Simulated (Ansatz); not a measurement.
## Calculated field gradients at the nuclei for SiNi

The cell is a measured structure from the Crystallography Open Database (COD), ions relaxed with PBE at fixed cell.

Space group Pnma (No. 62); a = 5.1731, b = 3.3381, c = 5.6049 Å.

```csv
site,Wyckoff,site symmetry,x,y,z
Si,4c,.m.,0.3213,0.7500,0.0826
Ni,4c,.m.,0.0080,0.2500,0.1876
```

One atom of each set is listed.

All values are calculated (Ansatz; DFT, PBE, plane waves and PAW, scalar-relativistic, collinear spin, 420 eV cutoff, Γ-centred 9×14×9 k-points, Fermi–Dirac smearing 0.05 eV), not measured. Start moments as typed (μB): 1.5 on each Ni, none on the rest.

C_Q = eQV_zz/h, which is 24.18 MHz for Q = 1 b and V_zz = 10²¹ V/m²; η = (V_xx − V_yy)/V_zz.

⁶¹Ni: I = 3/2, Q = 162.0 mb. Nuclear quadrupole moments: year-2017 set (Pyykkö).

Task: What field gradients does the calculation give at each kind of site?

Result: 

| site | atoms | first shell | V_xx, V_yy, V_zz (10²¹ V/m²) | η | C_Q (MHz) |
| --- | --- | --- | --- | --- | --- |
| Si | 4 | 6 Ni at 2.28–2.40 Å, 2 Si at 2.66 Å | 0.13, 1.86, -1.99 | 0.87 | – |
| Ni | 4 | 6 Si at 2.28–2.40 Å, 4 Ni at 2.68–2.69 Å | 0.12, 0.59, -0.71 | 0.66 | -2.78 |

Si has no stable isotope with a ground-state quadrupole moment in the table, so no C_Q is given.

With no gap above 0.1 eV, as in a metal, the gradients converge slowly in k; expect changes of a tenth or more on a denser mesh. With these PAW files V_zz is typically within 2 to 3 % of all-electron values, but misses above 10 % occur on Ni. The start moments die out, and the run ends without spin.

The relaxation (2 steps) took 5.3 min of wall time (5.3 min of CPU time) and 1.9 GiB at its peak, on 1 thread of Intel Xeon Platinum 8259CL CPU @ 2.50GHz (Skylake/Cascade Lake) (x86_64; 16 cores open to the job, memory cap 3.0 GiB, no GPU), a shared host with a load of 0.5 a core.
